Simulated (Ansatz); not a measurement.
P$_{2}$Ru:
```yaml
crystal:
  lattice:
    - [5.07660, 0.00000, 0.00000]
    - [0.00000, 5.83899, 0.00000]
    - [0.00000, 0.00000, 2.85020]
  atoms:
    - { symbol: P, position: [0.33727, 0.87187, 0.50000] }
    - { symbol: P, position: [0.66273, 0.12813, 0.50000] }
    - { symbol: P, position: [0.83727, 0.62813, 0.00000] }
    - { symbol: P, position: [0.16273, 0.37187, 0.00000] }
    - { symbol: Ru, position: [0.50000, 0.50000, 0.50000] }
    - { symbol: Ru, position: [0.00000, 0.00000, 0.00000] }
```

This is the LDA-relaxed structure. x, y and z are the axes in which the lattice vectors are written.

Task: All from the program Ansatz at the LDA level (PAW), unless another level is named. Give the formation energy from the elements (no fitted shifts).

Result: -70 kJ/mol of atoms.

Task: Next, the band gap?

Result: 0.45 eV (indirect).

Task: Give the conduction-band minimum.

Result: on the Γ–Z line, 45 % of the way from Γ (k = 0.000, 0.000, 0.227 in fractions of the reciprocal vectors) (2 equivalent valleys).

Task: And the valence-band maximum?

Result: at T (k = 0.000, 0.500, 0.500 in fractions of the reciprocal vectors).

Space group Pnnm. The workflow started from a Materials Project entry (that database holds measured and hypothetical structures alike); the Crystallography Open Database files this formula in space group No. 58, but the cells were not matched. Its standing as an ambient phase is unchecked. Symmetry was held in the LDA relaxation; whether a distortion lowers the energy is not shown. The run is not spin-polarised. The references are the lowest solids computed at this level, not always the standard phases. Scalar-relativistic: spin–orbit coupling is off unless named, which matters more the heavier the elements.

Potentials: the later of the program's two PAW sets.
